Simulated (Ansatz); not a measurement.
# Piezoelectric tensor of MgZn₂Te₃

All numbers below come from Ansatz 0.2.0, DFT PBE, scalar-relativistic, plane waves, PAW. Plane waves to 420 eV; Γ-centred k mesh 6×6×4; fixed occupations. No spin polarisation.

Relaxed structure:
```
Mg Zn Te
1.0
     4.43942    0.00000    0.00000
    -2.21971    3.84465    0.00000
     0.00000    0.00000   10.94045
Mg Zn Te
1 2 3
Direct
  0.33333 0.66667 0.33462
  0.00000 0.00000 0.99461
  0.66667 0.33333 0.67211
  0.00000 0.00000 0.23949
  0.66667 0.33333 0.91654
  0.33333 0.66667 0.59263
```

The structure comes from a generated guess, relaxed at this level; another structure or a mixture of phases may lie lower. Spin–orbit coupling is left out, which matters for heavy elements.

Question: Give the relaxed-ion proper piezoelectric stress tensor e_iJ (C/m², Voigt columns xx yy zz yz xz xy).

Answer:
```
x    0.000  0.000  0.000  0.000  0.022 -0.080
y   -0.080  0.080  0.000  0.022  0.000  0.000
z    0.036  0.036 -0.096  0.000  0.000  0.000
```
Signs follow the orientation of the cell as given.

Question: With the elastic constants (GPa, Voigt order)
C11 = 66.8, C12 = 26.6, C13 = 23.3, C14 = -5.4, C22 = 66.8, C23 = 23.3, C24 = 5.4, C33 = 74.1, C44 = 14.8, C55 = 14.8, C56 = -5.4, C66 = 20.1 GPa; the others vanish.
find the strain coefficients d = e·C⁻¹ (pC/N).

Answer:
```
x    0.00  0.00  0.00  0.00  0.04 -3.96
y   -1.98  1.98  0.00  0.04  0.00  0.00
z    0.84  0.84 -1.83  0.00  0.00  0.00
```
